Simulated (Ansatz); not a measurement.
Rh:
```yaml
crystal:
  lattice:
    - [0.00000, 1.89411, 1.89411]
    - [1.89411, 0.00000, 1.89411]
    - [1.89411, 1.89411, 0.00000]
  atoms:
    - { symbol: Rh, position: [0.00000, 0.00000, 0.00000] }
```

Relaxed with r²SCAN+D4. Special points in fractions of this cell's reciprocal vectors: Γ (0.000, 0.000, 0.000); X (0.500, 0.000, 0.500); U (0.625, 0.250, 0.625); K (0.375, 0.375, 0.750); L (0.500, 0.500, 0.500); W (0.500, 0.250, 0.750).

List the band energies nearest the Fermi level at these points for DFT-r²SCAN+D4 in the program Ansatz with PAW potentials.

In eV from the Fermi level; about four levels below and three above (degenerate sets whole), none deeper than 8.9 eV; … stands for higher levels left out; points with the same levels are listed once.

```
k                    below   above
-  -----------------------  ------
Γ  -8.24 -3.23 -3.23 -3.23       …
X              -6.66 -6.28  0.51 …
U  -5.81 -5.01 -2.15 -0.78       …
L        -6.43 -3.35 -3.35       …
W  -5.29 -4.00 -4.00 -1.31       …
```

Space group Fm-3m (fcc (Cu type)). Symmetry was held in the r²SCAN+D4 relaxation. The run is not spin-polarised. The pairwise dispersion correction was not fitted to metals. Scalar-relativistic: spin–orbit coupling is off unless named, which matters more the heavier the elements.

Potentials: the later of the program's two PAW sets.
